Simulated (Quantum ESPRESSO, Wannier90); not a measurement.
KF (rock salt), plane waves to Wannier functions

```
CELL_PARAMETERS angstrom
      0.00000     2.65442     2.65442
      2.65442     0.00000     2.65442
      2.65442     2.65442     0.00000
ATOMIC_POSITIONS crystal
  K  0.00000 0.00000 0.00000
  F  0.50000 0.50000 0.50000
```

Materials Project entry mp-463; symmetrised, unrelaxed at this level. COD (Crystallography Open Database) has an entry of this formula and space group (matched by these alone). Method: LDA plane waves in Quantum ESPRESSO 7.5 (PseudoDojo norm-conserving files, 68 Ry, no spin polarisation, no spin-orbit coupling), Bloch states on a 10×10×10 mesh through Γ, Wannier90 4.0.1. Density: 10×10×10 mesh, cold smearing 0.01 Ry.

Valence charges of the files: K 9, F 7. 15 bands were computed.

Isolated groups of bands, relative to the valence-band maximum (bands from 9 on overlap up to the last one computed):

```
bands  from (eV)  to (eV)  filling  weight on atomic waves
-----  ---------  -------  -------  ----------------------
1         -25.60   -25.46   filled               K 3s 97 %
2         -18.31   -18.20   filled               F 2s 95 %
3–5        -9.66    -9.01   filled               K 3p 98 %
6–8        -0.86     0.00   filled               F 2p 96 %
```

Wanted is a model with the orbitals K s, F s p, without the filled groups that are mainly made of other shells (semicore states, and anion s where it isn't named); all higher bands stay in for disentanglement.

Give num_wann, exclude_bands and num_bands, and the number of electrons that the model holds.

Electrons: 1×9 + 1×7 = 16, which fill 8 bands.
num_wann = 1×1 + 1×4 = 5.
exclude_bands = 1,3-5, 4 bands, so num_bands = 15 − 4 = 11.
The model holds 16 − 2×4 = 8 electrons. With the window frozen to 7.43 eV it follows pw.x to 3.1 meV rms (states up to 6.9 eV relative to the valence-band maximum).
